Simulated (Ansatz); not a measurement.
**Fe (simple cubic): energy against volume**

Computed with Ansatz, DFT, BLYP, plane waves (420 eV) with PAW, scalar-relativistic. (PAW data from PBE, frozen cores regenerated.)

The cell is scaled uniformly from the relaxed one, with fractional coordinates and shape fixed. Energies are extrapolated to zero smearing, pressures are those at the given smearing. Magnetic state: ferromagnetic.

A Birch-Murnaghan fit gives V₀ = 13.85 Å³/atom, B₀ = 114 GPa, B₀′ = 6.0.

Problem. What are the energy above the minimum and the pressure at 14.492 Å³/atom?

Solution. 9.5 meV/atom and -4.51 GPa as computed.

Problem. What are the energy above the minimum and the pressure at 15.049 Å³/atom?

Solution. 31.1 meV/atom and -7.17 GPa as computed.

Problem. What are the energy above the minimum and the pressure at 15.607 Å³/atom?

Solution. 59.6 meV/atom and -8.66 GPa as computed.
